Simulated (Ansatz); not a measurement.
Level of theory: DFT PBE, scalar-relativistic, plane waves, PAW (Ansatz 0.2.0). All cells share a 420 eV cutoff and Γ-centred k meshes spaced at most about 0.3 Å⁻¹ (about 0.25 or finer for metals, 2π included). No spin polarisation in the final relaxations.

Temperature and zero-point effects are left out.

Compare these two cells of Ta4Ti, each relaxed at this level.

A.

```yaml
crystal:
  lattice:
    - [4.65151, 0.00000, 0.00000]
    - [0.00000, 4.65151, 0.00000]
    - [0.00000, 0.00000, 4.65151]
  atoms:
    - { symbol: Ti, position: [0.50000, 0.50000, 0.50000] }
    - { symbol: Ta, position: [0.00000, 0.00000, 0.00000] }
    - { symbol: Ta, position: [0.50000, 0.50000, 0.00000] }
    - { symbol: Ta, position: [0.50000, 0.00000, 0.50000] }
    - { symbol: Ta, position: [0.00000, 0.50000, 0.50000] }
```

B.

```yaml
crystal:
  lattice:
    - [-2.97684, 2.97684, 2.97684]
    - [2.97684, -2.97684, 2.97684]
    - [2.97684, 2.97684, -2.97684]
  atoms:
    - { symbol: Ti, position: [0.00000, 0.00000, 0.00000] }
    - { symbol: Ta, position: [0.00000, 0.00000, 0.50000] }
    - { symbol: Ta, position: [0.50000, 0.00000, 0.00000] }
    - { symbol: Ta, position: [0.00000, 0.50000, 0.00000] }
    - { symbol: Ta, position: [0.50000, 0.50000, 0.50000] }
```

**Question.** Which would you expect to be lower, and how large is the difference?

**Answer.** B is lower, by 160 meV/atom. A has space group Pm-3m (No. 221), 20.1 Å³/atom and no gap on its mesh; B has space group Im-3m (No. 229), 21.1 Å³/atom and no gap. Counting all near atoms (those within 1.25 times the shortest distance at each site; a plus sign parts nearer from farther groups; a slash parts the counts of unlike sites), A has Ta 2/12+8, Ti 6 and B has Ta 2+6, Ti 8. The lower one is the more open, so pressure narrows the difference. Even the lower one lies +1.27 eV/atom against the reference forms of the elements (uncorrected), so neither is stable at this level. Both come from invented guesses.

Spin–orbit coupling, which can matter for Ta, is left out. Cells relaxed within their symmetry can be saddle points.
